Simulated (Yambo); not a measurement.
Yambo input for SrHI (space group P4/nmm, No. 129) (a = 4.2912 Å, b = 4.2912 Å, c = 8.1904 Å, α = 90.00°, β = 90.00°, γ = 90.00°), on PBEsol (Quantum ESPRESSO, PseudoDojo norm-conserving, 72 Ry, no spin-orbit coupling) wavefunctions on a 4×4×2 mesh:

```
optics
chi
dipoles
kernel
FFTGvecs= 40 Ry
Chimod= "HARTREE"
NGsBlkXd= 3 Ry
% QpntsRXd
 1 | 1 |
%
% BndsRnXd
 1 | 116 |
%
GrFnTpXd= "R"
% EnRngeXd
 0.0 | 20.0 | eV
%
% DmRngeXd
 0.2 | 0.2 | eV
%
CGrdSpXd= 50
ETStpsXd= 161
% LongDrXd
 1.0 | 0.0 | 0.0 |
%
% XfnQP_E
 1.721 | 1.0 | 1.0 |
%
```

First lines of the file o-*.eps_q1_inv_rpa_dyson:

```
Absorption @ Q(1):   1.00000000     0.00000000     0.00000000    [q->0 direction]
#
# [ X ] Hartree size     :   85
# [GEN] GF Energies     : Perdew, Burke & Ernzerhof SOL(X)+Perdew, Burke & Ernzerhof SOL(C)+ user defined corrections @E
# [GEN] Green`s Function     : Retarded
#
# [GEN] Gauge     : Length
# [GEN] [r,Vnl] included     : yes
#
#    E[1] [eV]     Im(eps)     Re(eps)     Im(eps_o)     Re(eps_o)
#
     0.000000     -0.77240E-17     3.743807     -0.76280E-17     4.236399
     0.125000     0.001929     3.744407     0.002401     4.237147
     0.250000     0.003864     3.746212     0.004811     4.239393
     0.375000     0.005811     3.749226     0.007237     4.243146
     0.500000     0.007779     3.753460     0.009687     4.248418
     0.625000     0.009772     3.758927     0.012171     4.255226
     0.750000     0.011798     3.765646     0.014697     4.263595
     0.875000     0.013865     3.773640     0.017275     4.273554
     1.000000     0.015979     3.782936     0.019915     4.285137
     1.125000     0.018150     3.793566     0.022626     4.298385
     1.250000     0.020386     3.805567     0.025421     4.313348
     1.375000     0.022696     3.818984     0.028311     4.330079
     1.500000     0.025091     3.833865     0.031309     4.348643
     1.625000     0.027581     3.850265     0.034430     4.369110
     1.750000     0.030180     3.868249     0.037690     4.391561
     1.875000     0.032899     3.887885     0.041105     4.416087
     2.000000     0.035755     3.909255     0.044696     4.442791
     2.125000     0.038765     3.932447     0.048484     4.471788
     2.250000     0.041946     3.957563     0.052494     4.503206
     2.375000     0.045321     3.984713     0.056753     4.537190
     2.500000     0.048914     4.014026     0.061292     4.573905
     2.625000     0.052752     4.045644     0.066148     4.613532
     2.750000     0.056866     4.079727     0.071362     4.656281
     2.875000     0.061295     4.116456     0.076981     4.702384
     3.000000     0.066080     4.156037     0.083062     4.752109
     3.125000     0.071272     4.198705     0.089669     4.805756
     3.250000     0.076929     4.244725     0.096879     4.863673
     3.375000     0.083121     4.294402     0.104784     4.926254
     3.500000     0.089932     4.348089     0.113494     4.993956
     3.625000     0.097464     4.406193     0.123141     5.067309
     3.750000     0.105839     4.469187     0.133887     5.146929
     3.875000     0.115210     4.537627     0.145931     5.233540
     4.000000     0.125765     4.612169     0.159522     5.327997
```
(The file goes on to the top of the energy range.) Convergence of the RPA response with its 4×4×2 mesh was not tested. The scissor comes from a G0W0 run whose convergence isn't established.

Geometry relaxed with PBE+D3(BJ).
